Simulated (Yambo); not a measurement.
Yambo run on Ba₂MgMoO₆ (space group Fm-3m, No. 225). The wavefunctions are PBEsol (pw.x of Quantum ESPRESSO, ONCV potentials, without SOC) ones on a 2×2×2 mesh (40 occupied bands); a = b = c = 5.8070 Å, α = β = γ = 60.00°.

Yambo input:

```
rim_cut
gw0
dyson
el_el_corr
HF_and_locXC
ppa
em1d
RandQpts= 1000000
RandGvec= 1 Ry
EXXRLvcs= 84 Ry
VXCRLvcs= 336 Ry
Chimod= "HARTREE"
% BndsRnXp
 3 | 214 |
%
NGsBlkXp= 7 Ry
% LongDrXp
 1.0 | 1.0 | 1.0 |
%
PPAPntXp= 27.2114 eV
% GbndRnge
 1 | 91 |
%
GTermKind= "none"
DysSolver= "n"
ExtendOut
% QPkrange
 1 | 1 | 40 | 40 |
 3 | 3 | 40 | 41 |
%
```

k points by index: 1 = Γ, 3 = X.

The o-*.qp file then holds:

```
#    K-point    Band    Eo [eV]    E [eV]    E-Eo [eV]    Vxc [eV]    Vnlxc [eV]    Sc|Eo [eV]    Sc|E [eV]    dSc/dw|Eo [eV]    Re(Z)    Im(Z)
#
    1    40    0.000000    0.402749    0.402749    -19.59622    -24.66345    5.589534    5.469977    -8.080456    0.771036    -0.001441
    3    40    -0.047971    0.339133    0.387104    -19.47126    -24.51471    5.545035    5.430557    -8.049968    0.771703    -0.001425
    3    41    1.998638    4.110052    2.111414    -17.47455    -12.15755    -2.696439    -3.205582    -6.561254    0.805720    -0.001575
```
(The two width columns are left out.) Convergence of these settings isn't established.

Geometry of the Materials Project entry, not relaxed at this level.

The structure is a Materials Project entry; no match was found in the copy of COD used, and its stability was not checked.
